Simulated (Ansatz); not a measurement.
This Na₄F₃ structure is the end of a relaxation. The cell was found from a structure generator's guess, not taken from experiment.

The calculation used Ansatz 0.2.0, DFT PBE, scalar-relativistic, plane waves, PAW. Cutoff 420 eV, Γ-centred mesh, Gaussian smearing, no spin polarisation.

```xyz
7
Lattice="5.2729 0.0000 0.0000 0.0000 5.2729 0.0000 0.0000 0.0000 5.2729" Properties=species:S:1:pos:R:3 pbc="T T T"
Na    1.3887    1.3887    1.3887
Na    3.8842    3.8842    1.3887
Na    3.8842    1.3887    3.8842
Na    1.3887    3.8842    3.8842
F     0.0000    2.6364    2.6364
F     2.6364    0.0000    2.6364
F     2.6364    2.6364    0.0000
```

The zero of energy is the elements' standard structures at the same level (F₂ as a molecule); no fitted shifts are applied.

Task: What space group does it have?

Result: P-43m (No. 215). Conventional cell: a = 5.273 Å. Na is surrounded by 3 F at 2.25 Å; F has 4 Na at 2.25 Å.

Task: How far does it lie from the elements in energy?

Result: −2.16 eV/atom. Whether it is stable depends on the other phases of the system, which aren't compared here.

Task: Is it a metal?

Result: Yes, bands cross the Fermi level on the 8×8×8 mesh.

The last run used an 8×8×8 mesh for its 7-atom cell and Gaussian smearing of 0.10 eV. An odd number of electrons in the primitive cell allows no gap without spin; a larger cell or a magnetic state could open one. A structure relaxed within its symmetry needn't be a true minimum.
